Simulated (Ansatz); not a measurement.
The end point of a relaxation of HgS. These are PBEsol (plane waves to 420 eV, PAW, scalar-relativistic; Ansatz, a quantum-chemistry and plane-wave program) values and carry that method's errors.

```xyz
2
Lattice="0.0000 2.9381 2.9381 2.9381 0.0000 2.9381 2.9381 2.9381 0.0000" Properties=species:S:1:pos:R:3 pbc="T T T"
Hg     0.0000     0.0000     0.0000
S      4.4071     4.4071     4.4071
```

Problem. Find the space group and the Wyckoff positions (tolerance 0.01 Å).

Solution. Space group F-43m (No. 216); a = 5.876 Å, b = 5.876 Å, c = 5.876 Å, α = 90.00°, β = 90.00°, γ = 90.00°

| atom | site | symmetry | x | y | z |
|---|---|---|---|---|---|
| Hg | 4a | -43m | 0.0000 | 0.0000 | 0.0000 |
| S | 4c | -43m | 0.2500 | 0.2500 | 0.2500 |

This is the zinc blende type.

Problem. Give the shortest distances between elements (the closest pairs, up to four, under 3.6 Å).

Solution. Hg–S 2.54 Å.

The volume per atom is 25.36 Å³ and the density is 7.62 g/cm³. The band gap is zero (the bands touch at this level, without spin-orbit coupling).

No spin polarisation in the result. Without spin-orbit coupling the bands of the heavy element are not split, so the gap can be far off.

Measured for HgS: a 5.841 Å (room temperature; as listed in Cardona et al., arXiv (2009)). Computed minus measured — a: PBEsol +0.6 %. The computed values are for a static lattice.

The run could not lose the symmetry of its start.

It was reached from a disturbed copy of a C2/c (No. 15) cell, against which it lies -0.04 eV/atom.
